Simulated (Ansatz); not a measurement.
# Structures of Si2Sn: which is lowest?

Plane-wave DFT in Ansatz with scalar-relativistic PAW potentials, cutoff 500 eV, Γ-centred meshes chosen by cell and gap, Gaussian smearing with energies taken to zero width. Every cell was relaxed (cell and atoms) in a run of its own, within the symmetry of its start. Functional: r2SCAN.

Relaxed structures (starts from databases or built by putting these elements on another compound's sites):
A. Fm-3m, 3 atoms in the computed cell, a = 6.518 Å; sites (symmetry × multiplicity) Si -43m × 8, Sn m-3m × 4; start: built
B. Fd-3m, 6 atoms in the computed cell, a = 7.626 Å; sites (symmetry × multiplicity) Si .-3m × 16, Sn -43m × 8; start: built

Q: Rank them by energy. Could pressure change the order?

A:
| structure | group | E − E(lowest) (meV/atom) | V (Å³/atom) | gap on mesh (eV) |
| --- | --- | --- | --- | --- |
| B | Fd-3m | 0.0 | 18.48 | 0.00 |
| A | Fm-3m | 238 | 23.08 | 0.00 |

B is lowest, 238 meV/atom under A. The lowest is also the densest of these, so pressure wouldn't bring one of the others in at first order. Other structures may lie lower than all of these, and vibrations aren't counted.